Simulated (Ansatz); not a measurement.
A crystal relaxed with r2SCAN in the PAW code Ansatz has space group P3m1 (No. 156) and a = 3.960 Å, c = 9.740 Å.

```tsv
atom	site	x	y	z
Xx	1a	0.0000	0.0000	0.9932
Xx	1c	0.6667	0.3333	0.6740
In	1b	0.3333	0.6667	0.3351
P	1c	0.6667	0.3333	0.9165
P	1b	0.3333	0.6667	0.5968
P	1a	0.0000	0.0000	0.2344
```

The r2SCAN gap is direct at Γ: 1.41 eV. The HSE06 gap is direct at Γ: 1.82 eV. The PBE gap is direct at Γ: 0.96 eV. Meshes: r2SCAN 12×12×4, HSE06 6×6×2, PBE 12×12×4.

Question: Which element is Xx?
A. Ga
B. Al
C. B
D. Tl

Answer: A. Xx is Ga: InGa2P3 as one 6-atom ordering (P3m1) on the zincblende lattice. Ga has 4 P at 2.35–2.41 Å; Ga has 4 P at 2.36–2.41 Å; In has 4 P at 2.49–2.55 Å; P has 4 Ga at 2.36–2.41 Å; P has 3 Ga at 2.41 Å and 1 In at 2.55 Å; P has 1 Ga at 2.35 Å and 3 In at 2.49 Å.

Values at 0 K without nuclear motion; spin polarisation is off, and the phase may be a hypothetical one.

No spin-orbit coupling is included; it can move band edges with weight on the heavy atoms by tenths of an eV.

The meshes of the hybrids are coarse, so their gaps aren't converged to the digits shown.
